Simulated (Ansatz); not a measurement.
A trial cell of B2SbP3, before relaxation:

```cif
data_structure
_symmetry_space_group_name_H-M 'P 1'
_symmetry_Int_Tables_number 1
_cell_length_a 3.7369
_cell_length_b 3.7369
_cell_length_c 9.0774
_cell_angle_alpha 90.000
_cell_angle_beta 90.000
_cell_angle_gamma 120.000
_cell_volume 109.78
loop_
_atom_site_label
_atom_site_type_symbol
_atom_site_fract_x
_atom_site_fract_y
_atom_site_fract_z
_atom_site_occupancy
B1 B 0.33333 0.66667 0.67169 1
B2 B 0.66667 0.33333 0.32831 1
Sb1 Sb 0.00000 0.00000 0.00000 1
P1 P 0.00000 0.00000 0.50000 1
P2 P 0.33333 0.66667 0.15693 1
P3 P 0.66667 0.33333 0.84307 1
```

Computed with DFT PBE, scalar-relativistic, plane waves, PAW in Ansatz. Cutoff 420 eV, Gaussian smearing, Γ-centred meshes. Cell and atoms relax first on a coarse mesh and then on a finer one. In between, the cell is made exact in the group found at 0.06 Å. In metals the finer mesh still leaves noise of several meV/atom or more. The steps can't lower the symmetry of their start. No spin polarisation.

A guess keeps its type if space group and coordination stay and the shape of the cell changes little (axis ratios within about 15 %, angles within 6°); the volume may change.

Question: Does it keep its structure type, or change into something else?

Answer: It doesn't keep its type. The symmetry stays P-3m1 (No. 164). The volume per atom shrinks by 20.7 %, from 18.3 to 14.5 Å³. The shortest distance goes from 2.59 Å (Sb–P) to 1.99 Å (B–P). The ratio c/a of the conventional cell changes by a factor of 1.31. Counting neighbours within 15 % of an atom's shortest distance, the start has B 6, P 6, Sb 6 and the end B 3, P 3/6, Sb 12. In detail, at the end B is surrounded by 3 P at 1.99 Å and 3 P at 2.40 Å; Sb is surrounded by 6 Sb at 3.16 Å and 6 P at 3.25 Å; P on a site of symmetry -3m has 6 B at 2.40 Å; 1 more site not described.

```
B Sb P
1.0
     3.16003    0.00000    0.00000
    -1.58002    2.73667    0.00000
     0.00000    0.00000   10.07128
B Sb P
2 1 3
Direct
  0.33333 0.66667 0.65472
  0.66667 0.33333 0.34528
  0.00000 0.00000 0.00000
  0.00000 0.00000 0.50000
  0.33333 0.66667 0.26664
  0.66667 0.33333 0.73336
```

Formation energies are uncorrected and refer to the elements' standard structures at the same level. The references include black phosphorus.

Question: At what energy does it end?

Answer: +0.41 eV/atom. A positive value: parting into the elements would lower its energy.

The last run used a 12×12×4 mesh (in the run's order of axes) for its 6-atom cell and Gaussian smearing of 0.10 eV. These runs have no spin–orbit coupling, which can matter for Sb. The reference form of P is held partly by dispersion forces, which this level lacks. Symmetry constrained the relaxation, so the result can be a saddle point.

In counts of neighbours, a slash parts the counts of unlike sites.
